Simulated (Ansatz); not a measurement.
The elements of this relaxed crystal are hidden behind letters.

```
lattice vectors (Å)
  -1.9227    1.9227    4.3112
   1.9227   -1.9227    4.3112
   1.9227    1.9227   -4.3112
fractional positions
X 0.0000 0.0000 0.0000
Z 0.5000 0.5000 0.0000
Z 0.7500 0.2500 0.5000
Z 0.2500 0.7500 0.5000
```

Method: DFT PBE, scalar-relativistic, plane waves, PAW (Ansatz 0.2.0). Settings of the last relaxation (4-atom cell): 420 eV, 18×18×18 k points, Gaussian smearing of 0.10 eV, no spin polarisation.

```
Space group                                 : I4/mmm (No. 139)
Conventional cell                           : a = 3.845 Å, c = 8.622 Å
Volume per atom                             : 15.94 Å³
Density                                     : 3.36 g/cm³
Energy over the elements                    : −0.40 eV/atom
Gap on the 18×18×18 mesh of the 4-atom cell : 0 eV (a metal)
```

Energies are uncorrected and count from the elements' standard states at the same level.

Question: X is a d-block element of period 4 and Z is a p-block element of period 3. Which elements are they?

Answer: X = Ti, Z = Al, so the formula is TiAl3, here in the TiAl3 (D0_22) type. Density times volume gives a mean mass of 3.36 × 15.94/1.6605 = 32.3 u per atom, and this set has 32.2 u. Ti has 4 Al at 2.72 Å and 8 Al at 2.89 Å; Al on a site of symmetry 4/mmm is surrounded by 4 Ti at 2.72 Å and 8 Al at 2.89 Å; Al on a site of symmetry -4m2 has 4 Al at 2.72 Å, 4 Al at 2.89 Å and 4 Ti at 2.89 Å. Other sets within the hints have nearly the same mass, so mass alone doesn't settle it; this one was computed.

Symmetry constrained the relaxation, so the result can be a saddle point.
